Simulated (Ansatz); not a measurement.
SnS2:
```
SnS2
1.0
   -3.41927     5.11122     3.26661
    3.41927    -5.11122     3.26661
    3.41927     5.11122    -3.26661
S Sn
4 2
Direct
  0.87628   0.80987   0.68616
  0.37628   0.69013   0.06641
  0.62372   0.30987   0.93359
  0.12372   0.19013   0.31384
  0.75000   0.75000   0.00000
  0.25000   0.25000   0.00000
```

Relaxed with PBE. Special points in fractions of this cell's reciprocal vectors: Γ (0.000, 0.000, 0.000); X (0.500, -0.500, 0.500); F0 (0.362, -0.362, 0.638); Σ0 (-0.362, 0.362, 0.362); Λ0 (0.352, 0.352, -0.352); G0 (0.648, -0.352, 0.352); R (0.000, 0.500, 0.000); W (0.250, 0.250, 0.250); S (0.500, 0.000, 0.000); T (0.000, 0.000, 0.500).

### Question
List the band energies nearest the valence-band maximum at these points for PBE (plane waves, PAW; program Ansatz).

### Answer
In eV from the valence-band maximum; about four levels below and three above (degenerate sets whole), none deeper than 8.9 eV; points with the same levels are listed once.

```
k                     below                above
--  -----------------------  -------------------
Γ   -0.57 -0.24 -0.20 -0.17       2.28 3.09 4.22
X   -0.97 -0.83 -0.64 -0.03       2.48 3.32 4.08
F0   -0.96 -0.81 -0.40 0.00       2.64 3.15 4.34
Λ0  -0.69 -0.52 -0.46 -0.15       2.72 2.73 4.26
R   -0.40 -0.40 -0.24 -0.24  2.71 2.71 4.40 4.40
W   -0.38 -0.38 -0.29 -0.29  2.73 2.73 4.31 4.31
S   -0.46 -0.46 -0.27 -0.27  2.80 2.80 4.44 4.44
T   -0.95 -0.50 -0.27 -0.03       2.88 2.93 4.47
```

Space group Ibam. The cell is a constructed one: a structure type filled with these elements; neither database checked (COD, Materials Project) lists it. It is not the phase usual at ambient conditions (space group No. 164). The cell was relaxed with PBE under the symmetry of its start; whether a distortion lowers the energy is not shown. A crystal of weakly bound chains computed without a dispersion correction: the cell and the soft elastic constants depend strongly on that. Scalar-relativistic: spin–orbit coupling is off unless named, which matters more the heavier the elements.

Potentials: the later of the program's two PAW sets.
